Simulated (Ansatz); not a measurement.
AlN (rock salt, Fm-3m), r²SCAN+D4 in the plane-wave PAW code Ansatz, all energies at zero smearing, with the estimated change up to a 700 eV cutoff added, with one set of potentials and settings (totals compare only within such a set). Cell of 2 atoms (1 Al, 1 N): -928.428 eV.

| element | reference phase | E (eV/atom) |
|---|---|---|
| Al | Fm-3m, 1 atoms in the cell | -540.5314 |
| N | Pa-3, 8 atoms in the cell | -384.8553 |

Formation energy per atom, worked out: (-928.428 − 1×(-540.5314) − 1×(-384.8553))/2 = -1.521 eV/atom (-147 kJ per mol of atoms), at 0 K, without zero-point energy or fitted corrections.

This is a known high-pressure phase of the composition, computed here at zero pressure and temperature. Symmetry was held in the r²SCAN+D4 relaxation; whether a distortion lowers the energy is not shown. The volume moved by -38 % from the start of the relaxation. The references are the lowest solids computed at this level, not always the standard phases (solids in place of the gases).

Potentials: the later of the program's two PAW sets.
